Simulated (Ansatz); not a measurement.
Values for one crystal, relaxed and computed with the program Ansatz at the PBEsol level (PAW); other levels are named.

Volume per atom: 10.03 Å³
Electronic character: metallic (no gap)
Bulk modulus (Birch–Murnaghan fit): 382 GPa
Zone-centre stability: unstable, softest mode 236i cm⁻¹
Elastic constants (relaxed ions, GPa): C11 = 594, C12 = 278, C44 = -116
Gap with spin–orbit coupling: none (metallic)
Density of states at the Fermi level: 0.57 states/eV per atom (mean over ±0.08 eV)

Pick the material that matches.
A) Sc2C, P-3m1 (Sc on 2d, C on 1b)
B) Nb2GaC, P6_3/mmc (Nb on 4f, Ga on 2d, C on 2a)
C) OsC, rock salt
D) AlV2C, P6_3/mmc (Al on 2d, V on 4f, C on 2a)

C, OsC, rock salt

Space group Fm-3m (rock salt). The start of the workflow was typed in or built on a structure type; neither database checked (COD, Materials Project) lists it. Its standing as an ambient phase is unchecked. Symmetry was held in the PBEsol relaxation. No spin polarisation was allowed. Its formation energy is positive at this level, so the cell may be metastable or incomplete. As this level gives no gap, shear constants depend on the k-mesh and smearing (Fermi–Dirac, 0.1 eV here). As this level gives no gap, phonon frequencies hold no LO–TO term and depend on the k-mesh and smearing (Fermi–Dirac, 0.1 eV here). Spin–orbit coupling is left out wherever it is not named.

Potentials: the later of the program's two PAW sets.
